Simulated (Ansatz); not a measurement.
Data:

TiTe2:
```
CELL_PARAMETERS angstrom
      1.88098     1.08599     6.91420
     -1.88098     1.08599     6.91420
      0.00000    -2.17197     6.91420
ATOMIC_POSITIONS crystal
  Ti 0.00024 0.00024 0.00024
  Te 0.75110 0.75110 0.75110
  Te 0.58196 0.58196 0.58196
```

This is the r²SCAN+D4-relaxed structure.

**Question.** All from r²SCAN+D4 (plane waves, PAW; program Ansatz), unless another level is named. Predict the electronic character.

**Answer.** metallic (no gap).

**Question.** Predict the formation energy from the elements (no fitted shifts).

**Answer.** -0.73 eV/atom.

**Question.** What about the density of states at the Fermi level?

**Answer.** 0.33 states/eV per atom (mean over ±0.08 eV).

Space group R3m. The cell is a constructed one: a structure type filled with these elements; neither database checked (COD, Materials Project) lists it. COD files the formula under space group No. 164, so this cell is another polymorph or a model. Its standing as an ambient phase is unchecked. Symmetry was held in the r²SCAN+D4 relaxation; its stability against distortions is not shown here. No spin polarisation was allowed. The references are the lowest solids computed at this level, not always the standard phases. Spin–orbit coupling is left out wherever it is not named.

Potentials: the earlier of the program's two PAW sets.
